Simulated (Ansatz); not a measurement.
Input:

InMo2C:
```cif
data_C2In2Mo4
_chemical_formula_sum 'In2 Mo4 C2'
_space_group_name_H-M_alt 'P 1'
_space_group_IT_number 1
_cell_length_a 3.09075
_cell_length_b 3.09075
_cell_length_c 13.87436
_cell_angle_alpha 90.000
_cell_angle_beta 90.000
_cell_angle_gamma 120.000
loop_
_space_group_symop_operation_xyz
  'x, y, z'
loop_
_atom_site_label
_atom_site_type_symbol
_atom_site_fract_x
_atom_site_fract_y
_atom_site_fract_z
_atom_site_occupancy
In1 In 0.33333 0.66667 0.75000 1
In2 In 0.66667 0.33333 0.25000 1
Mo1 Mo 0.33333 0.66667 0.08063 1
Mo2 Mo 0.66667 0.33333 0.58063 1
Mo3 Mo 0.66667 0.33333 0.91937 1
Mo4 Mo 0.33333 0.66667 0.41937 1
C1 C 0.00000 0.00000 0.00000 1
C2 C 0.00000 0.00000 0.50000 1
```

This is the PBEsol-relaxed structure.

Problem. All from plane-wave PAW PBEsol (Ansatz code), unless another level is named. Estimate the electronic character.

Solution. metallic (no gap).

Problem. Next, the formation energy from the elements (no fitted shifts)?

Solution. -0.064 eV/atom.

Problem. Next, the density of states at the Fermi level?

Solution. 0.63 states/eV per atom (mean over ±0.08 eV).

Space group P6_3/mmc. The start of the workflow was typed in or built on a structure type; neither database checked (COD, Materials Project) lists it. Whether it is the stable phase at ambient conditions was not checked. Symmetry was held in the PBEsol relaxation; whether a distortion lowers the energy is not shown. The run is not spin-polarised. The references are the lowest solids computed at this level, not always the standard phases. Spin–orbit coupling is left out wherever it is not named.

Potentials: the earlier of the program's two PAW sets. The files were generated under PBE; for other functionals the program regenerates the frozen cores, and for LDA and PBEsol the local potential too.
